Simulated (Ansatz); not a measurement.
Single point in Ansatz 0.2.0 with PBE, no spin polarisation. Cutoff 420 eV, PAW datasets, 5×5×5 Γ-centred k mesh, gaussian filling (width 0.054 eV).

Computed maps in the lattice plane spanned by b (left to right, 5.93 Å, 18 points from zero) and c (bottom to top, 5.93 Å, 18 points from zero), 101° apart, at height 0.000 along a. The fields are smooth PAW ones with compensation charges, not the true ones near nuclei.

Valence density. Digits on a logarithmic scale: 0 up to 0.03 e/Å³, each further digit a factor of 1.6, 9 from 1.3 e/Å³ up:
```
998758984556667799
997679995678877789
776579975799997777
666556546899998666
565543346899997655
555543345799986545
555432235677765445
444322234555544334
443333344444333334
443344555543222344
554456777653223455
554568999754334555
555679999864334556
666689999864565566
777779999757997567
998777887659997679
999776665548985789
999765554445556799
```

Q: The cell is Li6TeAs6. Which atoms lie within 0.2 Å of this plane, and where (fractions of b and c)?

A: Li at (0.68, 0.12), Li at (0.32, 0.88), As at (0.36, 0.24), As at (0.64, 0.76), Te at (0.00, 0.00). The whole cell:
```
Li As Te
1.0
     4.57827    2.64326    2.68000
    -4.57827    2.64326    2.68000
     0.00000   -5.28653    2.68000
Li As Te
6 6 1
Direct
  0.12000 0.99000 0.68000
  0.68000 0.12000 0.99000
  0.99000 0.68000 0.12000
  0.88000 0.01000 0.32000
  0.32000 0.88000 0.01000
  0.01000 0.32000 0.88000
  0.36000 0.24000 0.97000
  0.97000 0.36000 0.24000
  0.24000 0.97000 0.36000
  0.64000 0.76000 0.03000
  0.03000 0.64000 0.76000
  0.76000 0.03000 0.64000
  0.00000 0.00000 0.00000
```

Origin: a known structure type with other elements, at an estimated volume, so it need not be a known compound. Caveats: atoms or cell far from equilibrium.
